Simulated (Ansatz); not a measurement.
# MoN$_{2}$: energy along a strain

MoN$_{2}$, P4/mbm, a = 4.333 Å, c = 2.752 Å. The structure is a Materials Project entry; whether it is the stable form wasn't checked. Ansatz: PBE, PAW, 420 eV, Γ-centred 12×12×18 mesh on 6 atoms, Gaussian smearing 0.15 eV; no spin polarisation. Cell vectors (Å): 4.333 0.000 0.000; 0.000 4.333 0.000; 0.000 0.000 2.752. The cell is strained by x per cent times the pattern (0 0 0 0 0 1) in the order xx yy zz yz xz xy (engineering shears), with fractional coordinates held. y is the free energy over the start, V0 = 8.611 Å³/atom. Symmetry makes y even in x.

| x (%) | y (meV/atom) |
| --- | --- |
| -2.00 | ? |
| -1.00 | 0.74 |
| 0.00 | 0.00 |
| 0.25 | 0.05 |
| 0.50 | 0.18 |
| 0.75 | 0.41 |
| 1.25 | 1.17 |
| 1.50 | 1.68 |
| 1.75 | 2.28 |

**Question.** Fit y = c2 x² + c4 x⁴ to the other rows, get the stiffness along the pattern, and predict the missing energy.

**Answer.** Least squares on the rows shown. y = 0.7432 x² + 0.0007523 x⁴. The clamped-ion stiffness p·C·p = 2 × 7.432 eV × 160.2 / 8.611 Å³ = 277 GPa, which is C66 in these axes. At x = -2.00 the fit asked for gives 2.98 meV/atom. The run gave 2.99 meV/atom, so the fit is 0.01 meV/atom too low, within twice the rms miss on the fitted rows (0.005 meV/atom).

Cost: 9 runs of about 2.3 core-minutes in all, on Intel Xeon 6975P-C (Granite Rapids) (shared hosts).